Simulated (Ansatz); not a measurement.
MgS:
```xyz
2
Lattice="0.0000 2.5910 2.5910 2.5910 0.0000 2.5910 2.5910 2.5910 0.0000" Properties=species:S:1:pos:R:3 pbc="T T T"
Mg     0.0000     0.0000     0.0000
S      2.5910     2.5910     2.5910
```

Relaxed with PBEsol. Special points in fractions of this cell's reciprocal vectors: Γ (0.000, 0.000, 0.000); X (0.500, 0.000, 0.500); U (0.625, 0.250, 0.625); K (0.375, 0.375, 0.750); L (0.500, 0.500, 0.500); W (0.500, 0.250, 0.750).

List the band energies nearest the valence-band maximum at these points for PBEsol in the plane-wave PAW code Ansatz.

In eV from the valence-band maximum; about four levels below and three above (degenerate sets whole), none deeper than 8.9 eV; points with the same levels are listed once.

| k | below | above |
|---|---|---|
| Γ | 0.00 0.00 0.00 | 3.69 7.81 7.81 7.81 |
| X | -4.31 -1.73 -1.73 | 2.73 4.20 11.99 |
| U | -3.81 -3.28 -1.40 | 3.83 6.60 9.65 |
| L | -4.95 -0.61 -0.61 | 4.41 6.81 6.81 |
| W | -3.33 -3.33 -2.42 | 5.25 7.83 7.83 |

Space group Fm-3m (rock salt). The PBEsol relaxation kept the symmetry of its start; phonons on a q-mesh show no instability.

Potentials: the later of the program's two PAW sets.
